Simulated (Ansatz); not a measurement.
An Ansatz input:

```yaml
crystal:
  lattice:
    - [14.0, 0.0, 0.0]
    - [0.0, 14.4, 0.0]
    - [0.0, 0.0, 14.8]
  atoms:
    - { symbol: Te, position: [0.5, 0.5, 0.5], spin: 2.0 }
  symmetry: { detect: false, time_reversal: true }
hamiltonian:
  xc: rpbe
  pseudopotentials:
    kind: paw
    azcp:
      Te: "pseudopotentials/Te.paw.azcp"
basis:
  ecutwfc: 420
  fft_grid_basis: typed
kpoints:
  mp_grid: { grid: [1, 1, 1], shift: [0, 0, 0] }
magnetization:
  spin_polarized: true
scf:
  occupations: { method: fermi_dirac, width: 0.01 }
```

Output

```
Engine: ansatz 0.2.0, x86_64-unknown-linux-gnu
Pseudopotentials: kind: paw
Pseudopotential: Te, paw, valence charge 16, recommended cutoff 420 eV (normal) 
Functional definition: RPBE
  parameter kappa = 0.804
  parameter beta = 0.06672455060314922
  exchange = rpbe_x(kappa = kappa, mu = beta*pi^2/3)
  correlation = pbe_c(beta = beta)
Crystal: 1 atoms, lattice volume = 2983.680 Å³
Basis set: ecut = 420 eV, 58327 PW (Γ)
Bands: 13, of which v1, the nominal top of the filled ones, is band 8 counted from 1 (7 counted from 0)
Symmetry: 1 space group operations
k-points: 1
Non-local potential: Te, projectors of the file, l = 0: 2, l = 1: 2, l = 2: 2, l = 3: 2
PAW form: soft (Blöchl's): semilocal exchange-correlation on the pseudo side does not see the compensation charge
PAW frozen core: Te, regenerated for the run's functional, and the local potential with it (the file was generated under x = pbe(κ = 0.804, μ = 0.2195149727645171), c = pbe(β = 0.06672455060314922))
PAW one-centre angular grid: Te, 590 points (default); XC on 64 Gauss nodes
Initial density: superposition of atomic densities (neutral atoms: chi_scale 0, normalization atom)
Starting moments: Σ|m| = 2 μB on 1 of 1 site
Initial wavefunctions: pseudopotential atomic-orbital guess
Functional: x = rpbe, c = pbe(β = 0.06672455060314922)
iter 1 solved again at ethr=4.36e-6 eV; its pass at ethr=3.10e-3 eV (dr2=6.98e-4 eV) is discarded
SCF iter   1: F=—  HF=-6986.154899 eV  |F-HF|=—  |Δ(HF+E_count)|=         —  Δρ=9.20e-3 (↑9.11e-3 ↓9.20e-3)  dr2=4.96e-4  dr2_m=2.29e0  M=2.000 μB ∫|m|=2.000 μB  β_m=0.30  ethr=4.36e-6  ⟨swp⟩=4.0  Hψ=284  notcnv=0
spin=Collinear: Resta preconditioning applied to the charge; magnetization (m = ρ↑ − ρ↓) channel mixes plain (no charge-response kernel on spin).
SCF iter   2: F=—  HF=-6986.435564 eV  |F-HF|=—  |Δ(HF+E_count)|=   2.81e-1  Δρ=6.50e-3 (↑6.46e-3 ↓6.50e-3)  dr2=1.75e-4  dr2_m=1.15e0  M=2.000 μB ∫|m|=2.000 μB  β_m=0.30  ethr=3.10e-6  ⟨swp⟩=4.5  Hψ=77  notcnv=0
spin-set hold released at iteration 2 (site moments show no strong build): the magnetisation degrees of freedom join the quasi-Newton model from the next iteration; the mixer history was kept
SCF iter   3: F=—  HF=-6986.578186 eV  |F-HF|=—  |Δ(HF+E_count)|=   1.43e-1  Δρ=4.60e-3 (↑4.60e-3 ↓4.59e-3)  dr2=2.78e-5  dr2_m=5.77e-1  M=2.000 μB ∫|m|=2.000 μB  β_m=0.06  ethr=1.09e-6  ⟨swp⟩=4.5  Hψ=77  notcnv=0
SCF iter   4: F=—  HF=-6986.629367 eV  |F-HF|=—  |Δ(HF+E_count)|=   5.12e-2  Δρ=3.70e-3 (↑3.70e-3 ↓3.69e-3)  dr2=2.95e-5  dr2_m=3.73e-1  M=2.000 μB ∫|m|=2.000 μB  β_m=0.38  ethr=1.74e-7  ⟨swp⟩=3.5  Hψ=69  notcnv=0
SCF iter   5: F=—  HF=-6986.721498 eV  |F-HF|=—  |Δ(HF+E_count)|=   9.21e-2  Δρ=7.65e-4 (↑7.65e-4 ↓7.52e-4)  dr2=1.19e-5  dr2_m=1.57e-2  M=2.000 μB ∫|m|=2.000 μB  β_m=0.72  ethr=1.74e-7  ⟨swp⟩=4.0  Hψ=85  notcnv=0
...
SCF 1 converged in 16 iterations: F = -6986.726266 eV  dr2 = 5.47e-8
...
SCF iter  37: F=—  HF=-6986.832117 eV  |F-HF|=—  |Δ(HF+E_count)|=   4.25e-7  Δρ=5.52e-7 (↑5.52e-7 ↓3.08e-7)  dr2=2.15e-8  dr2_m=2.23e-9  M=2.000 μB ∫|m|=2.035 μB  ethr=1.13e-10  ⟨swp⟩=5.5  Hψ=148  notcnv=0
SCF iter  38: F=—  HF=-6986.832117 eV  |F-HF|=—  |Δ(HF+E_count)|=   3.62e-7  Δρ=4.66e-7 (↑4.66e-7 ↓3.48e-7)  dr2=1.15e-8  dr2_m=2.12e-9  M=2.000 μB ∫|m|=2.035 μB  ethr=1.13e-10  ⟨swp⟩=5.5  Hψ=144  notcnv=0
SCF iter  39: F=—  HF=-6986.832118 eV  |F-HF|=—  |Δ(HF+E_count)|=   4.44e-7  Δρ=4.73e-7 (↑4.73e-7 ↓2.47e-7)  dr2=1.05e-8  dr2_m=2.08e-9  M=2.000 μB ∫|m|=2.035 μB  ethr=7.17e-11  ⟨swp⟩=5.5  Hψ=149  notcnv=0
SCF iter  40: F=—  HF=-6986.832118 eV  |F-HF|=—  |Δ(HF+E_count)|=   5.33e-7  Δρ=6.29e-7 (↑6.29e-7 ↓3.41e-7)  dr2=2.42e-8  dr2_m=2.93e-9  M=2.000 μB ∫|m|=2.035 μB  ethr=6.55e-11  ⟨swp⟩=6.0  Hψ=152  notcnv=0
SCF iter  41: F=—  HF=-6986.832119 eV  |F-HF|=—  |Δ(HF+E_count)|=   5.36e-7  Δρ=5.86e-7 (↑5.86e-7 ↓3.21e-7)  dr2=1.83e-8  dr2_m=2.56e-9  M=2.000 μB ∫|m|=2.035 μB  ethr=6.55e-11  ⟨swp⟩=6.0  Hψ=157  notcnv=0
SCF iter  42: F=—  HF=-6986.832119 eV  |F-HF|=—  |Δ(HF+E_count)|=   4.42e-7  Δρ=4.83e-7 (↑4.83e-7 ↓2.19e-7)  dr2=1.21e-8  dr2_m=1.76e-9  M=2.000 μB ∫|m|=2.035 μB  ethr=6.55e-11  ⟨swp⟩=5.5  Hψ=157  notcnv=0
SCF iter  43: F=—  HF=-6986.832119 eV  |F-HF|=—  |Δ(HF+E_count)|=   3.23e-7  Δρ=4.20e-7 (↑4.20e-7 ↓2.16e-7)  dr2=1.03e-8  dr2_m=1.18e-9  M=2.000 μB ∫|m|=2.034 μB  ethr=6.55e-11  ⟨swp⟩=5.5  Hψ=158  notcnv=0
SCF iter  44: F=-6986.832120 eV  HF=-6986.832120 eV  |F-HF|=9.48e-10  |Δ(HF+E_count)|=   2.42e-7  Δρ=3.62e-7 (↑3.62e-7 ↓2.14e-7)  dr2=7.94e-9  dr2_m=9.61e-10  M=2.000 μB ∫|m|=2.034 μB  ethr=6.45e-11  ⟨swp⟩=4.5  Hψ=140  notcnv=0
SCF iter  45: F=-6986.832120 eV  HF=-6986.832120 eV  |F-HF|=9.35e-10  |Δ(HF+E_count)|=  1.82e-12  Δρ=3.61e-7 (↑3.61e-7 ↓2.14e-7)  dr2=7.91e-9  dr2_m=9.59e-10  M=2.000 μB ∫|m|=2.034 μB  ethr=4.96e-11  ⟨swp⟩=1.5  Hψ=101  notcnv=0
SCF 2 converged in 45 iterations: F = -6986.832120 eV  dr2 = 7.91e-9
iteration 45: the least curvature of the free energy that was read at this close is 0.002 (0.766 in the run's own bands): near zero (its residual is 0.001), and the free energy falls along no way that was tried (none was if the reading's last walks met no value under 0.05)
WARN: The SCF behind a search for a lower state had not converged behind 100 iterations. Another took its place, and the run ends on its state or on one found behind it. That no lower state lies beside that one is not known: compare its free energy with those of runs from other starting moments or densities.
The result is that of the SCF that stage 1 started: 0.11 eV lower in free energy than the state whose close was followed first; 116 iterations were spent on what was left
SCF converged after 45 iterations
Stability not told: the SCF's own minimisation came to no verdict on its close; the lowest value that the minimisation read is 7.0e-3 (residual 8.0e-5): no lower mode is shown, and none is ruled out
Magnetization: 2.0000 μB (9.0000 up, 7.0000 down)
Absolute magnetization: 2.0410 μB (∫|ρ↑−ρ↓|, with the PAW one-centre terms)
Spin contamination: 0.0044 ħ² per cell (⟨S²⟩ above its minimum at these occupations)
Per-site moments (μB) at R_I (Å): [(1.9999997318916192, 5.775)]
Free energy (F): -6986.832120 eV
Harris-Foulkes:  -6986.832120 eV  (|F-HF|=9.35e-10)
Internal energy: -6986.832120 eV  (E = F + TS)
E sigma→0 (E₀):  -6986.832120 eV
Entropy (-TS):   -0.000000 eV (-0.000 meV/atom)
Fermi energy:    -4.921438 eV
--- Per-component energies (eV) ---
  E_band       = -467.130592
  E_kinetic    = 178.619574
  E_local      = -3540.734351  (includes V_loc(G=0)·N_el)
  E_nonlocal   = -311.393527
  E_hartree    = 1843.291295
  E_xc         = -122.639549
  E_vxc        = -101.057227  (∫ρ·V_xc dr)
  E_paw        = -4670.962753  (= ΣΔE_a)
  E_vpaw       = -379.144586  (= ΣTr[D̂ρ^β])
  E_aug_tail   = -0.000182  (compensation charges beyond the density's cutoff)
  E_ewald      = -362.973644
  E_core_change = -0.038984  (= ΣΔE_core)
  E_smearing   = -0.000000  (= −TS)
  E_closure    = -0.000000  (closes the sum)
  Σ components = -6986.832120   (vs F -6986.832120, Δ=0.00e0)
--- Band table (eV) ---
  k-point 0 ↑: bands = ["-41.7340", "-41.7340", "-41.3255", "-41.3254", "-41.1933", "-15.4346", "-6.6462", "-6.6461", "-5.6428", "-0.5700", "0.3931", "0.4131", "0.4443"]
  k-point 0 ↓: bands = ["-41.4628", "-41.4628", "-41.1836", "-41.1836", "-41.0783", "-13.9956", "-5.0821", "-4.7539", "-4.7539", "-0.2798", "0.4803", "0.5541", "0.6783"]
```
